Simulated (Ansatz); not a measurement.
Data:

HfO$_{2}$:
```cif
data_Hf2O4
_chemical_formula_sum 'Hf2 O4'
_space_group_name_H-M_alt 'P42/nmc :1'
_space_group_IT_number 137
_space_group_name_Hall 'P 4n 2n -1n'
_cell_length_a 3.53706
_cell_length_b 3.53706
_cell_length_c 5.10232
_cell_angle_alpha 90.000
_cell_angle_beta 90.000
_cell_angle_gamma 90.000
loop_
_space_group_symop_operation_xyz
  'x, y, z'
  '-y+1/2, x+1/2, z+1/2'
  '-x, -y, z'
  'y+1/2, -x+1/2, z+1/2'
  'x+1/2, -y+1/2, -z+1/2'
  '-y, -x, -z'
  '-x+1/2, y+1/2, -z+1/2'
  'y, x, -z'
  '-x+1/2, -y+1/2, -z+1/2'
  'y, -x, -z'
  'x+1/2, y+1/2, -z+1/2'
  '-y, x, -z'
  '-x, y, z'
  'y+1/2, x+1/2, z+1/2'
  'x, -y, z'
  '-y+1/2, -x+1/2, z+1/2'
loop_
_atom_site_label
_atom_site_type_symbol
_atom_site_symmetry_multiplicity
_atom_site_Wyckoff_symbol
_atom_site_fract_x
_atom_site_fract_y
_atom_site_fract_z
_atom_site_occupancy
Hf1 Hf 2 a 0.00000 0.00000 0.00000 1
O1 O 4 d 0.00000 0.50000 0.20369 1
```

This is the LDA-relaxed structure.

All from plane-wave PAW LDA (Ansatz code), unless another level is named. Estimate the highest zone-centre frequency (without LO–TO term).

20.29 THz.

Predict the Poisson's ratio.

0.33.

Space group P4_2/nmc. This is a known high-temperature phase of the composition, computed here at zero pressure and temperature. The LDA relaxation kept the symmetry of its start; phonons on a q-mesh show no instability. The run is not spin-polarised. Spin–orbit coupling is left out wherever it is not named.

Potentials: the later of the program's two PAW sets.
